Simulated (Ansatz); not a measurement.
TiCo$_{2}$: zone-centre modes at 2 GPa

These are results of DFT LDA, scalar-relativistic, plane waves, PAW (Ansatz), not measurements. Settings: 420 eV plane-wave cutoff, Γ-centred 10×10×10 mesh, Fermi-Dirac smearing of 0.15 eV. No spin polarisation. Phonons by linear response, acoustic sum rule imposed.

The cell, relaxed at 2 GPa:
```xyz
6
Lattice="0.0000 3.2388 3.2388 3.2388 0.0000 3.2388 3.2388 3.2388 0.0000" Properties=species:S:1:pos:R:3 pbc="T T T"
Ti    3.2388    3.2388    3.2388
Ti    4.8582    4.8582    4.8582
Co    0.8097    0.8097    0.8097
Co    0.8097    2.4291    2.4291
Co    2.4291    2.4291    0.8097
Co    2.4291    0.8097    2.4291
```

In a metal, frequencies and elastic constants depend on the k mesh and the smearing, soft modes and shear constants most. Spin polarisation was left out, and a magnetic state may lie lower.

Problem. Is this structure stable against zone-centre distortions?

Solution. No: 3 of the 15 optical modes are imaginary.

Problem. List the optical modes at Γ (i marks imaginary ones).

Solution.
```tsv
frequency (cm⁻¹)	degeneracy
19i	3
167	3
215	2
246	3
318	3
414	1
```

Cost: 1 run of about 13 core-minutes, on Intel Xeon Processor @ 2.50GHz (Skylake/Cascade Lake) (shared hosts).